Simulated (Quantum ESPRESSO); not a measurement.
# Band energies of TaC

```
CELL_PARAMETERS angstrom
      0.00000     2.23390     2.23390
      2.23390     0.00000     2.23390
      2.23390     2.23390     0.00000
ATOMIC_POSITIONS crystal
  C  0.50000 0.50000 0.50000
  Ta 0.00000 0.00000 0.00000
```

norm-conserving PBEsol (Quantum ESPRESSO, 82 Ry, no spin-orbit coupling); path ΓXWKΓLUWLK,UX; energies in eV from the Fermi level.

| k (1/Å) | point | band 4 | band 5 | band 6 | band 7 | band 8 | band 9 | band 10 | band 11 |
|---|---|---|---|---|---|---|---|---|---|
| 0.00 | Γ | -35.00 | -14.70 | -1.32 | -1.32 | -1.32 | -0.45 | -0.45 | -0.45 |
| 0.65 |  | -35.10 | -13.14 | -5.69 | -3.02 | -2.40 | -2.40 | 1.42 | 2.89 |
| 1.41 | X | -35.24 | -12.59 | -4.59 | -4.50 | -1.73 | -1.73 | 2.60 | 4.07 |
| 2.11 | W | -35.25 | -11.70 | -5.24 | -4.95 | -4.95 | 1.61 | 1.61 | 4.08 |
| 2.23 |  | -35.24 | -11.71 | -5.42 | -4.93 | -4.74 | 0.97 | 2.16 | 4.08 |
| 2.61 | K | -35.18 | -11.81 | -5.86 | -4.86 | -3.79 | -0.61 | 3.13 | 3.97 |
| 3.00 |  | -35.09 | -11.25 | -7.25 | -4.91 | -4.90 | 1.52 | 2.46 | 3.25 |
| 3.70 |  | -35.00 | -13.99 | -3.53 | -3.09 | -2.94 | -0.89 | 0.32 | 0.91 |
| 4.10 | Γ | -35.00 | -14.70 | -1.32 | -1.32 | -1.32 | -0.45 | -0.45 | -0.45 |
| 4.40 |  | -35.01 | -14.27 | -2.93 | -2.42 | -2.42 | -0.65 | -0.65 | 0.31 |
| 5.01 |  | -35.06 | -11.52 | -7.29 | -5.07 | -5.07 | 1.90 | 1.90 | 2.21 |
| 5.32 | L | -35.07 | -10.27 | -8.68 | -5.42 | -5.42 | 2.70 | 2.70 | 3.67 |
| 5.75 |  | -35.11 | -10.92 | -7.69 | -5.09 | -4.90 | 1.34 | 2.66 | 3.31 |
| 6.18 | U | -35.18 | -11.81 | -5.86 | -4.86 | -3.79 | -0.61 | 3.13 | 3.97 |
| 6.48 |  | -35.23 | -11.74 | -5.56 | -4.91 | -4.51 | 0.55 | 2.46 | 4.07 |
| 6.67 | W | -35.25 | -11.70 | -5.24 | -4.95 | -4.95 | 1.61 | 1.61 | 4.08 |
| 7.17 |  | -35.13 | -11.06 | -7.41 | -5.04 | -4.79 | 1.63 | 1.88 | 3.60 |
| 7.67 | L | -35.07 | -10.27 | -8.68 | -5.42 | -5.42 | 2.70 | 2.70 | 3.67 |
| 7.84 |  | -35.08 | -10.40 | -8.51 | -5.34 | -5.33 | 2.37 | 2.69 | 3.54 |
| 8.44 |  | -35.17 | -11.67 | -6.15 | -4.90 | -4.01 | -0.27 | 2.97 | 3.88 |
| 8.53 | K | -35.18 | -11.81 | -5.86 | -4.86 | -3.79 | -0.61 | 3.13 | 3.97 |
| 8.53 | U | -35.18 | -11.81 | -5.86 | -4.86 | -3.79 | -0.61 | 3.13 | 3.97 |
| 9.03 | X | -35.24 | -12.59 | -4.59 | -4.50 | -1.73 | -1.73 | 2.60 | 4.07 |

A metal at this level: along this path bands 9, 10, 11 cross the Fermi level.

Spin-orbit coupling is left out; for elements this heavy it splits bands near the Fermi level.

Geometry of the Materials Project entry, not relaxed at this level.
